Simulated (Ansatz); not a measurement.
# MnSiTe4Pt2 single point

input.yaml (Ansatz 0.2.0)

```yaml
crystal:
  lattice:
    - [-3.959798, 3.959798, 3.282781]
    - [3.959798, -3.959798, 3.282781]
    - [3.959798, 3.959798, -3.282781]
  atoms:
    - { symbol: Pt, position: [0.5, 0.0, 0.5] }
    - { symbol: Pt, position: [0.0, 0.5, 0.5] }
    - { symbol: Mn, position: [0.5, 0.5, 0.0] }
    - { symbol: Si, position: [0.0, 0.0, 0.0] }
    - { symbol: Te, position: [0.40448, 0.40448, 0.34576] }
    - { symbol: Te, position: [0.59552, 0.94128, 0.0] }
    - { symbol: Te, position: [0.05872, 0.05872, 0.65424] }
    - { symbol: Te, position: [0.94128, 0.59552, 0.0] }
  symmetry: { tolerance: 0.0003 }
kpoints:
  mp_grid: { grid: [7, 7, 7], shift: [0, 0, 0] }
  band_path:
    path:
      - [0.0, 0.0, 0.0]
      - [0.0, 0.0, 0.5]
      - [-0.5, 0.5, 0.5]
      - [0.0, 0.0, 0.0]
      - [0.4218216, 0.4218216, -0.4218216]
      - [-0.4218216, 0.5781784, 0.4218216]
      - [-0.5, 0.5, 0.5]
      - [0.0, 0.0, 0.5]
      - [0.25, 0.25, 0.25]
      - [0.0, 0.5, 0.0]
      - [0.0, 0.0, 0.0]
    npoints: 6
magnetization:
  spin_polarized: false
scf:
  occupations: { method: fermi_dirac }
  lower_state_search: "off"
  max_iter: 200
hamiltonian:
  pseudopotentials: { kind: paw }
  xc: pbe
basis:
  ecutwfc: 420
  fft_grid_basis: typed
output:
  forces: true
  stress: true
  eigenvalues: true
  bader: true
  populations: true
  elf: true
  write_potential: true
  volumetric_format: npy
  dos:
    e_range: [-12, 8]
    de: 0.05
    projected: { site_lists: { Mn: [Mn], Pt: [Pt], Si: [Si], Te: [Te] } }
checkpoint:
  read: saved_state
```

The run starts from an earlier solution of this cell. 

Output (shortened):

```
SCF iter   1: F=—  Δρ=2.01e-3  dr2=9.89e-3
SCF iter   2: F=—  Δρ=9.89e-4  dr2=2.52e-3
SCF iter   3: F=—  Δρ=4.73e-4  dr2=1.81e-4
SCF iter   4: F=—  Δρ=7.70e-5  dr2=1.21e-5
SCF iter   5: F=—  Δρ=1.53e-5  dr2=6.72e-7
SCF iter   6: F=—  Δρ=6.39e-6  dr2=1.08e-7
SCF iter   7: F=-57495.6681 eV  Δρ=2.29e-6  dr2=1.91e-8
Free energy (F): -57495.6681 eV
Harris-Foulkes:  -57495.6681 eV  (|F-HF|=7.92e-9)
Internal energy: -57495.3924 eV  (E = F + TS)
E sigma→0 (E₀):  -57495.5302 eV
Entropy (-TS):   -0.2757 eV (-34.462 meV/atom)
Fermi energy:    10.6456 eV
--- Per-component energies (eV) ---
  E_band       = -1882.7521
  E_kinetic    = 2338.2492
  E_local      = -11730.9043  (includes V_loc(G=0)·N_el)
  E_nonlocal   = -564.1221
  E_hartree    = 5840.5045
  E_xc         = -1180.8551
  E_vxc        = -1202.3478  (∫ρ·V_xc dr)
  E_paw        = -39374.2636  (= ΣΔE_a)
  E_vpaw       = -2404.6300  (= ΣTr[D̂ρ^β])
  E_aug_tail   = -0.0003  (compensation charges beyond the density's cutoff)
  E_ewald      = -12824.0007
  E_smearing   = -0.2757  (= −TS)
--- Forces (eV/Å), atoms counted from 1 ---
  atom   1  Pt     0.0000     0.0000     0.0000
  atom   2  Pt     0.0000     0.0000     0.0000
  atom   3  Mn     0.0000     0.0000     0.0000
  atom   4  Si     0.0000     0.0000     0.0000
  atom   5  Te     0.5081     0.5081     0.9820
  atom   6  Te     0.5081    -0.5081    -0.9820
  atom   7  Te    -0.5081    -0.5081     0.9820
  atom   8  Te    -0.5081     0.5081    -0.9820
--- Stress (GPa, compression-positive) ---
       -4.2590       0.0000       0.0000
        0.0000      -4.2590       0.0000
        0.0000       0.0000      -5.8024
  P = ⅓ Tr σ = -4.7734 GPa (-47.734 kbar)
--- Bader charges: 8 sites ---
  site symbol  charge [e]  shift [e]
     0     Pt     -0.2803     0.0000
     1     Pt     -0.2803     0.0000
     2     Mn      0.5181     0.0021
     3     Si      0.8251     0.0043
     4     Te     -0.1957     0.0016
     5     Te     -0.1957     0.0016
     6     Te     -0.1957     0.0016
     7     Te     -0.1957     0.0016
```

Total energies depend on the potentials used, so only differences within one code and one set of settings carry meaning.

Origin: a known structure type with other elements, at an estimated volume, so it need not be a known compound. Caveats: no spin polarisation, so a magnetic state may lie lower.
